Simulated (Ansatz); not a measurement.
Relax this structure to zero stress and force, keeping its symmetry:

Space group P-62m (No. 189). a = 6.454 Å, b = 6.454 Å, c = 3.801 Å, α = 90.00°, β = 90.00°, γ = 120.00°
| atom | site | symmetry | x | y | z |
| --- | --- | --- | --- | --- | --- |
| Zr | 3f | m2m | 0.4159 | 0.4159 | 0.0000 |
| P | 2d | -6.. | 0.6667 | 0.3333 | 0.5000 |
| P | 1a | -62m | 0.0000 | 0.0000 | 0.0000 |
| Ru | 3g | m2m | 0.7556 | 0.7556 | 0.5000 |

These are results of DFT PBEsol, scalar-relativistic, plane waves, PAW (Ansatz 0.2.0), not measurements.

Settings: cutoff 420 eV, Γ-centred mesh 6×6×10 on the computed 9-atom cell, Gaussian smearing of 0.10 eV; no spin polarisation.

Problem. What does it relax to?

Solution. The volume falls by 0.32 Å³/atom to 14.91 Å³/atom, and the energy falls by 4.9 meV/atom. Final structure:
```
Zr P Ru
1.0
     6.40753    0.00000    0.00000
    -3.20376    5.54908    0.00000
     0.00000    0.00000    3.77519
Zr P Ru
3 3 3
Cartesian
  1.3325 2.3080 0.0000
  3.7425 0.0000 0.0000
  -1.8713 3.2411 0.0000
  3.2038 1.8497 1.8876
  0.0000 3.6994 1.8876
  0.0000 0.0000 0.0000
  2.4214 4.1940 1.8876
  1.5647 0.0000 1.8876
  -0.7823 1.3550 1.8876
```